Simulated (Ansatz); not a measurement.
The relaxed structure here is a generated cell of TePb: the first start was made by placing the elements on the sites of a structure type, and the end was not matched to a known phase here, so it may be hypothetical. Known forms of TePb include space group No. 225.

The end point of a relaxation of TePb. Space group P6₃/mmc (No. 194), NiAs type. All values below come from r2SCAN (plane waves to 500 eV, PAW, scalar-relativistic; Ansatz, a program for electronic structure).

```cif
data_Pb2Te2
_chemical_formula_sum 'Pb2 Te2'
_space_group_name_H-M_alt 'P 1'
_space_group_IT_number 1
_cell_length_a 4.54392
_cell_length_b 4.54392
_cell_length_c 7.92781
_cell_angle_alpha 90.000
_cell_angle_beta 90.000
_cell_angle_gamma 120.000
loop_
_space_group_symop_operation_xyz
  'x, y, z'
loop_
_atom_site_label
_atom_site_type_symbol
_atom_site_fract_x
_atom_site_fract_y
_atom_site_fract_z
_atom_site_occupancy
Pb1 Pb 0.00000 0.00000 0.00000 1
Pb2 Pb 0.00000 0.00000 0.50000 1
Te1 Te 0.33333 0.66667 0.25000 1
Te2 Te 0.66667 0.33333 0.75000 1
```

Problem. Predict the band gap from r2SCAN.

Solution. 0.38 eV, indirect (valence top at K, conduction bottom at Γ) (no spin-orbit coupling).

Problem. What smallest direct gap does r2SCAN give?

Solution. 0.47 eV at Γ.

No spin polarisation in the result. Spin-orbit coupling is missing; with elements this heavy it can move band edges by tenths of an eV or more.

The run could not lose the symmetry of its start, so the end can be a saddle point.

All atoms sit on sites fixed by symmetry, so only the cell could relax.
